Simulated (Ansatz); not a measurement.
Relaxed Se (trigonal-Se type, space group P3_121):

```
CELL_PARAMETERS angstrom
      4.52968     0.00000     0.00000
     -2.26484     3.92282     0.00000
      0.00000     0.00000     5.04289
ATOMIC_POSITIONS crystal
  Se 0.21840 0.00000 0.83333
  Se 0.00000 0.21840 0.16667
  Se 0.78160 0.78160 0.50000
```

In this cell atom 2 (Se, nearest neighbour Se at 2.400 Å; its periodic images, 4.5 Å or more away, move with it) is moved by s along Cartesian [110], unit vector (0.707, 0.707, 0.000); all other atoms and the cell stay fixed.

Computed with PBE (plane waves to 420 eV, PAW, scalar-relativistic; Ansatz, a quantum-chemistry and plane-wave program). k mesh 7×7×5 (Γ-centred), Fermi-Dirac smearing 0.05 eV. The energy includes the smearing's −TS. As the smearing reaches across the gap at some points, energies and forces of such displacements shift with the k mesh and the smearing. Se was relaxed with its symmetry unable to fall. The zero of ΔE is the undisplaced structure.

### Question
Give the computed ΔE (meV/cell) at s (Å) = -0.480, -0.384, -0.288, 0.096, 0.192, 0.288, 0.384, 0.480.

### Answer
| s (Å) | ΔE (meV/cell) |
|---|---|
| -0.480 | 357 |
| -0.384 | 232 |
| -0.288 | 132 |
| 0.096 | 15 |
| 0.192 | 57 |
| 0.288 | 126 |
| 0.384 | 219 |
| 0.480 | 331 |

(For displaced atoms, the force is minus the slope of the energy, and its curvature is a force constant, which sets phonon frequencies.)
